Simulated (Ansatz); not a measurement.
Cu Kα1 powder pattern (kinematic, no thermal factors).
| 2θ (°) | relative intensity |
| --- | --- |
| 21.35 | 83 |
| 29.39 | 15 |
| 30.37 | 6 |
| 33.18 | 100 |
| 34.06 | 27 |
| 42.77 | 69 |
| 43.49 | 44 |
| 48.94 | 5 |
| 50.87 | 2 |
| 51.52 | 19 |
| 53.36 | 47 |
| 55.77 | 22 |
| 56.36 | 3 |
| 56.38 | 9 |
| 60.98 | 2 |
| 63.19 | 9 |
| 63.21 | 8 |
| 65.37 | 11 |
| 67.52 | 8 |
| 69.65 | 21 |
| 71.20 | 4 |
| 73.26 | 2 |
| 73.79 | 3 |
| 77.33 | 4 |
| 79.85 | 2 |
| 81.82 | 3 |
| 83.80 | 5 |
| 85.32 | 6 |
| 85.80 | 8 |
| 87.26 | 12 |
| 87.76 | 10 |
| 89.73 | 8 |

The pattern is computed from a structure relaxed with Ansatz 0.2.0, DFT PBE, scalar-relativistic, plane waves, PAW. No spin polarisation. Its elements are Al, P.

Problem. Give the structure.

Solution. Al$_{2}$P.
Space group P4_2/mnm (No. 136). a = 5.881 Å, b = 5.881 Å, c = 3.545 Å, α = 90.00°, β = 90.00°, γ = 90.00°
```json
{"atom": "Al", "site": "4f", "symmetry": "m.2m", "x": "0.2931", "y": "0.2931", "z": "0.0000"}
{"atom": "P", "site": "2a", "symmetry": "m.mm", "x": "0.0000", "y": "0.0000", "z": "0.0000"}
```

A pattern alone doesn't exclude other cells with like lines; this is the one computed.

It was reached by relaxing an invented guess, and it needn't be the stable form of this composition.
